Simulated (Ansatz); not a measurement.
LiCl:
```yaml
crystal:
  lattice:
    - [0.00000, 2.55614, 2.55614]
    - [2.55614, 0.00000, 2.55614]
    - [2.55614, 2.55614, 0.00000]
  atoms:
    - { symbol: Li, position: [0.00000, 0.00000, 0.00000] }
    - { symbol: Cl, position: [0.50000, 0.50000, 0.50000] }
```

Relaxed with r²SCAN. Special points in fractions of this cell's reciprocal vectors: Γ (0.000, 0.000, 0.000); X (0.500, 0.000, 0.500); U (0.625, 0.250, 0.625); K (0.375, 0.375, 0.750); L (0.500, 0.500, 0.500); W (0.500, 0.250, 0.750).

Task: List the band energies nearest the valence-band maximum at these points for r²SCAN (plane waves, PAW; program Ansatz).

Result: In eV from the valence-band maximum; about four levels below and three above (degenerate sets whole), none deeper than 8.9 eV; points with the same levels are listed once.

```tsv
k	below	above
Γ	0.00 0.00 0.00	7.29 12.51 12.51 12.51
X	-2.98 -1.14 -1.14	8.62 8.85 13.67
U	-2.55 -1.84 -0.86	8.81 10.69 12.44
L	-2.91 -0.28 -0.28	7.54 10.25 10.25
W	-2.18 -2.18 -1.10	10.34 11.07 11.22 11.22
```

Space group Fm-3m (rock salt). The r²SCAN relaxation kept the symmetry of its start.

Potentials: the later of the program's two PAW sets.
